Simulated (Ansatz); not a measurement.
Relaxed-ion elastic tensor of Sr (hcp (Mg type), P6_3/mmc) in GPa (Voigt order), PBEsol in the plane-wave PAW code Ansatz; density 2.78 g/cm³, 52.38 Å³ per atom.

|  | 1 | 2 | 3 | 4 | 5 | 6 |
|---|---|---|---|---|---|---|
| 1 | 21.3 | 10.4 | 4.3 | 0.0 | 0.0 | 0.0 |
| 2 | 10.4 | 21.3 | 4.3 | 0.0 | 0.0 | 0.0 |
| 3 | 4.3 | 4.3 | 28.6 | 0.0 | 0.0 | 0.0 |
| 4 | 0.0 | 0.0 | 0.0 | 6.0 | 0.0 | 0.0 |
| 5 | 0.0 | 0.0 | 0.0 | 0.0 | 6.0 | 0.0 |
| 6 | 0.0 | 0.0 | 0.0 | 0.0 | 0.0 | 5.5 |

Question: Is the crystal mechanically stable?

Answer: Yes: the smallest eigenvalue of C is 5.5 GPa.

Question: Work out the Voigt, Reuss and Hill averages.

Answer: K_V = 12.2, K_R = 12.1, K_H = 12.2; G_V = 7.0, G_R = 6.4, G_H = 6.7 GPa.

Question: Give Young's modulus, Poisson's ratio, Pugh's ratio and the universal anisotropy index.

Answer: E = 9KG/(3K + G) = 17.0 GPa; ν = 0.27; K/G = 1.81 (near the Pugh limit of 1.75, no verdict); A_U = 5G_V/G_R + K_V/K_R − 6 = 0.46.

Question: Estimate the sound speeds and the Debye temperature.

Answer: v_l = √((K + 4G/3)/ρ) = 2760 m/s, v_t = √(G/ρ) = 1550 m/s, mean 1730 m/s; Θ = (h/k)(3n/4πV)^(1/3) v_m = 137 K.

Question: Solve the Christoffel equation for the three sound speeds along x, y, z.

Answer: Eigenvalues of C_ijkl n_j n_l equal ρv². In km/s, slowest first: x 1.40, 1.47, 2.77; y 1.40, 1.47, 2.77; z 1.47, 1.47, 3.21.

Question: How much does each axis shrink under pressure?

Answer: Linear compressibilities β_i = Σ_j S_ij (j = 1 to 3): x 28, y 28, z 27 per TPa.

The workflow started from a Materials Project entry (that database holds measured and hypothetical structures alike); the Crystallography Open Database files this formula in space group No. 194, but the cells were not matched. It is not the phase usual at ambient conditions (space group No. 225). The PBEsol relaxation kept the symmetry of its start; of distortions, only those at the zone centre were tested. As this level gives no gap, shear constants depend on the k-mesh and smearing (Fermi–Dirac, 0.1 eV here).

Potentials: the later of the program's two PAW sets.
